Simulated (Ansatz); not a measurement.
ZnCu$_{2}$SnS$_{4}$:
```
ZnCu2SnS4
1.0
   -2.70232     2.70232     5.42594
    2.70232    -2.70232     5.42594
    2.70232     2.70232    -5.42594
Zn Cu Sn S
1 2 1 4
Direct
  0.00000   0.00000   0.00000
  0.25000   0.75000   0.50000
  0.75000   0.25000   0.50000
  0.50000   0.50000   0.00000
  0.89044   0.37529   0.00000
  0.62471   0.62471   0.51515
  0.37529   0.89044   0.00000
  0.10956   0.10956   0.48485
```

r²SCAN (plane waves, PAW; program Ansatz) gives a gap of 0.33 eV without spin–orbit coupling, maximum at Γ, minimum at Γ.

Question: What happens when spin–orbit coupling is switched on?

Answer: The gap decreases by 0.01 eV, to 0.32 eV; maximum at Γ, minimum at Γ.

Question: Give the hole effective mass with spin–orbit coupling.

Answer: 0.19, 0.19, 0.78 mₑ (principal values).

Space group I-42m. The workflow started from a Materials Project entry (that database holds measured and hypothetical structures alike); the Crystallography Open Database copy checked does not list it. It is not the phase usual at ambient conditions (space group No. 82). The cell was relaxed with r²SCAN under the symmetry of its start; whether a distortion lowers the energy is not shown. The run is not spin-polarised.

Potentials: the later of the program's two PAW sets.
